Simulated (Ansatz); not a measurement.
The relaxed structure here is a generated cell of WSe2: the first start was made by placing the elements on the sites of a structure type, and the end was not matched to a known phase here, so it may be hypothetical. Known forms of WSe2 include space group No. 194.

One starting cell of WSe$_{2}$ (a generated cell, WSe2 placed in the rutile structure type) was relaxed twice with Ansatz (plane waves, PAW, scalar-relativistic): with r2SCAN at 500 eV and with PBE at 420 eV. The r2SCAN result:

Space group P4₂/mnm (No. 136); a = 6.1437 Å, b = 6.1437 Å, c = 3.4018 Å, α = 90.00°, β = 90.00°, γ = 90.00°

| atom | site | symmetry | x | y | z |
|---|---|---|---|---|---|
| W | 2a | m.mm | 0.0000 | 0.0000 | 0.0000 |
| Se | 4g | m.2m | 0.2126 | 0.2126 | 0.5000 |

| quantity | r2SCAN | PBE |
|---|---|---|
| space group | P4₂/mnm | P4₂/mnm |
| volume (Å³/atom) | 21.40 | ___ |
| a (Å) | 6.144 | ___ |
| c (Å) | 3.402 | ___ |
| gap (eV, no spin-orbit coupling) | 0.00 | ___ |

What does PBE give for the same quantities?


- volume (Å³/atom), PBE: 21.73
- a (Å), PBE: 6.207
- c (Å), PBE: 3.384
- gap (eV, no spin-orbit coupling), PBE: 0.00

Both levels end in the same structure; PBE's volume is 1.5 % larger. Neither column is exact.

No spin polarisation in the result.

The run could not lower the symmetry of its start; a shaken copy of this end point relaxes with r2SCAN to Pnnm (No. 58), 0.08 eV/atom lower.

Ansatz is an electronic-structure program.
